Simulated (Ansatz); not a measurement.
A geometry of Ba away from equilibrium: the start of the relaxation of a relaxed Ba cell shaken by Gaussian noise of σ = 0.08 Å a coordinate. Calculation: PBE (plane waves to 420 eV, PAW, scalar-relativistic; Ansatz, a program for electronic structure). Γ-centred k-mesh 4×4×4 on the run's cell (coarser than for final values), Fermi–Dirac smearing 0.05 eV.

```xyz
8
Lattice="8.0193 0.0000 0.0000 0.0000 8.0193 0.0000 0.0000 0.0000 8.0193" Properties=species:S:1:pos:R:3 pbc="T T T"
Ba     1.9701    -0.0291     3.9516
Ba     6.0121     0.0478     3.8690
Ba    -0.1085     4.0449     2.0627
Ba     0.0066     4.0591     5.9823
Ba     4.0932     1.9923     0.0274
Ba     3.9386     6.0185    -0.1601
Ba    -0.0484     0.0089    -0.0233
Ba     4.1381     4.2220     4.0125
```

### Question
What forces act on the atoms (eV/Å)?

### Answer
```
atom     Fx     Fy     Fz
----  -----  -----  -----
Ba1    0.06   0.15   0.01
Ba2   -0.06   0.09   0.12
Ba3    0.19  -0.02  -0.21
Ba4    0.06  -0.05   0.16
Ba5   -0.13   0.06  -0.06
Ba6    0.03  -0.01   0.16
Ba7    0.05   0.00  -0.09
Ba8   -0.19  -0.22  -0.09
```

### Question
What is the pressure?

### Answer
0.0 GPa, compression positive.

### Question
How far above the relaxed end point is this geometry?

### Answer
0.01 eV/atom; the path ends in R-3c (No. 167) at a tolerance of 0.01 Å, Pm-3n (No. 223) at 0.1 Å.

No spin polarisation in the result.

The end of the path is a generated cell of Ba: the first start was made by placing the elements on the sites of a structure type, and the end was not matched to a known phase here, so it may be hypothetical. Known forms of Ba include space group No. 229.
